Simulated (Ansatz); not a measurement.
Ca$_{2}$Si:
```
CELL_PARAMETERS angstrom
      0.00000     3.57999     3.57999
      3.57999     0.00000     3.57999
      3.57999     3.57999     0.00000
ATOMIC_POSITIONS crystal
  Ca 0.75000 0.75000 0.75000
  Ca 0.25000 0.25000 0.25000
  Si 0.00000 0.00000 0.00000
```

Relaxed with r²SCAN. Special points in fractions of this cell's reciprocal vectors: Γ (0.000, 0.000, 0.000); X (0.500, 0.000, 0.500); U (0.625, 0.250, 0.625); K (0.375, 0.375, 0.750); L (0.500, 0.500, 0.500); W (0.500, 0.250, 0.750).

Q: List the band energies nearest the valence-band maximum at these points for plane-wave PAW r²SCAN (Ansatz code).

A: In eV from the valence-band maximum; about four levels below and three above (degenerate sets whole), none deeper than 8.9 eV; points with the same levels are listed once.

```csv
k,below,above
Γ,-6.79 -0.36 -0.36 -0.36,2.25 2.25 2.27
X,-5.87 -1.88 -0.01 -0.01,0.78 2.13 3.13
U,-5.89 -1.50 -0.87 0.00,1.26 2.77 3.28
L,-6.09 -1.89 -0.04 -0.04,2.79 2.79 3.16
W,-5.87 -1.15 -1.15 -0.30,1.40 3.05 3.05
```

Space group Fm-3m (fluorite or antifluorite type). The first step of the workflow began from a Materials Project structure, measured or hypothetical; the Crystallography Open Database copy checked does not list it. Its standing as an ambient phase is unchecked. Symmetry was held in the r²SCAN relaxation; its stability against distortions is not shown here.

Potentials: the later of the program's two PAW sets.
